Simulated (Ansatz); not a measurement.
LiNbO₃:
Space group R3c, hexagonal axes (No. 161); a = 5.067 Å, b = 5.067 Å, c = 13.687 Å, α = 90.00°, β = 90.00°, γ = 120.00°

| atom | site | symmetry | x | y | z |
|---|---|---|---|---|---|
| Li | 6a | 3. | 0.0000 | 0.0000 | 0.2812 |
| Nb | 6a | 3. | 0.0000 | 0.0000 | 0.4975 |
| O | 18b | 1 | 0.0427 | 0.3456 | 0.0628 |
(The calculation used a cell of 10 atoms; values per cell refer to that cell.)

This is the LDA-relaxed structure.

### Question
All from LDA (plane waves, PAW; program Ansatz), unless another level is named. Give the Born charges (a third of the trace).

### Answer
Li +1.13, Nb +7.21, O -2.78 e.

### Question
Give the static dielectric constant ε0 (ions relaxed, cell fixed).

### Answer
44.2 (xx = yy), 30.3 (zz).

### Question
Give the electronic dielectric constant ε∞ (DFPT).

### Answer
5.58 (xx = yy), 5.51 (zz).

### Question
And the largest static χ(2) component?

### Answer
61 pm/V.

The cell was relaxed with LDA under the symmetry of its start. The run is not spin-polarised. Spin–orbit coupling is left out wherever it is not named.

Potentials: the later of the program's two PAW sets.
